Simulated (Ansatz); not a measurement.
Relaxed Sn (beta-Sn type, space group I4_1/amd):

```
CELL_PARAMETERS angstrom
     -2.97350     2.97350     1.60615
      2.97350    -2.97350     1.60615
      2.97350     2.97350    -1.60615
ATOMIC_POSITIONS crystal
  Sn 0.75000 0.25000 0.50000
  Sn 0.00000 0.00000 0.00000
```

In each cell atom 2 (Sn, nearest neighbour Sn at 3.080 Å; its periodic images, 3.2 Å or more away, move with it) moves by s·(-0.965, 0.000, -0.261) (towards the nearest neighbour), the rest being held.

Level of theory: PBE (plane waves to 420 eV, PAW, scalar-relativistic; Ansatz, a program for electronic structure). k mesh 13×13×13 (Γ-centred), Fermi-Dirac smearing 0.05 eV. Energies are smeared free energies. With partly filled bands, energies and forces of such displacements shift with the k mesh and the smearing. F⊥ is the part of the force across the line. Sn was relaxed with its symmetry unable to fall. ΔE is measured from the undisplaced structure.

### Question
Predict the ΔE (meV/cell) and |F⊥| (eV/Å) at s (Å) = -0.372, -0.124, 0.124, 0.496, 0.620.

### Answer
```json
[
 {"s (Å)": "-0.372", "ΔE (meV/cell)": "204", "|F⊥| (eV/Å)": "0.667"},
 {"s (Å)": "-0.124", "ΔE (meV/cell)": "22", "|F⊥| (eV/Å)": "0.123"},
 {"s (Å)": "0.124", "ΔE (meV/cell)": "25", "|F⊥| (eV/Å)": "0.061"},
 {"s (Å)": "0.496", "ΔE (meV/cell)": "572", "|F⊥| (eV/Å)": "0.054"},
 {"s (Å)": "0.620", "ΔE (meV/cell)": "1057", "|F⊥| (eV/Å)": "0.021"}
]
```

(For displaced atoms, the force is minus the slope of the energy, and its curvature is a force constant, which sets phonon frequencies.)
